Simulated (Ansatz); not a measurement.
Space group I4/mmm (No. 139). a = 4.030 Å, b = 4.030 Å, c = 9.642 Å, α = 90.00°, β = 90.00°, γ = 90.00°
```tsv
atom	site	symmetry	x	y	z
Ca	2a	4/mmm	0.0000	0.0000	0.0000
P	4e	4mm	0.5000	0.5000	0.1309
Ru	4d	-4m2	0.0000	0.5000	0.2500
```

Equation of state of this CaP₂Ru₂ structure (not necessarily the ground state), with shape and atoms relaxed at each volume where symmetry leaves them free. It has no gap at any of these volumes. Computed with DFT PBEsol, scalar-relativistic, plane waves, PAW in Ansatz 0.2.0.

Plane waves to 420 eV, a k mesh through Γ of 12×12×12 on the computed 5-atom cell and Gaussian smearing (0.10 eV); no spin polarisation.

| V (Å³/atom) | E − E(largest V) (meV/atom) | P (GPa) |
| --- | --- | --- |
| 14.719 | 8.60 | 9.30 |
| 15.189 | -10.57 | 4.00 |
| 15.659 | -16.16 | -0.02 |
| 16.128 | -11.64 | -2.91 |
| 16.598 | 0.00 | -4.94 |

**Question.** Fit a third-order Birch–Murnaghan equation to E(V).

**Answer.** V0 = 15.66 Å³/atom, B0 = 113 GPa, B0' = 9.7. B0' is unusual or poorly fixed by this range.